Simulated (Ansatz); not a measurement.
P, DFT, PBEsol, PAW with Ansatz's default frozen-core files, scalar-relativistic (Ansatz 0.2.0), run on 1 thread of Intel(R) Xeon(R) Platinum 8488C (Sapphire Rapids) on a shared host.

The cell comes from COD entry 1534547, which wasn't checked; take it as a given geometry. The listed cell was then made from it by scaling, straining or moving an atom.

Command: `ansatz run input.yaml --threads 1 --pin off --max-ram 3072MiB --backend cpu --events-out ev --progress --plain --runs-dir out`

```yaml
crystal:
  lattice:
    - [4.2729048574, 0.0, 0.0]
    - [0.0, 4.2729048574, 0.0]
    - [0.0, 0.0, 4.33422]
  atoms:
    - { symbol: P, position: [0.0, 0.0, 0.0] }
kpoints:
  mp_grid: { grid: [10, 10, 9] }
scf:
  occupations: { method: fermi_dirac, width: 0.08 }
hamiltonian:
  xc: pbesol
  pseudopotentials: { kind: paw }
output:
  forces: true
  stress: true
  eigenvalues: true
  efg: { contact_densities: true }
```

(1) How large is the problem that the program sets up?

(2) About how long does it take, and how much memory does it use?

(3) And the same cell and mesh by crystal-made all-electron datasets, asked for forces, stress, eigenvalues, efg, on the same hardware?

Answers

(1) 105 irreducible k-points, 1551 plane waves at Γ, 7 bands.

(2) 3.2 s of wall time for 6 SCF iterations, with a peak of 0.42 GiB. Times on shared machines scatter by tens of per cent.

(3) 3.3 s, peak memory 0.32 GiB.
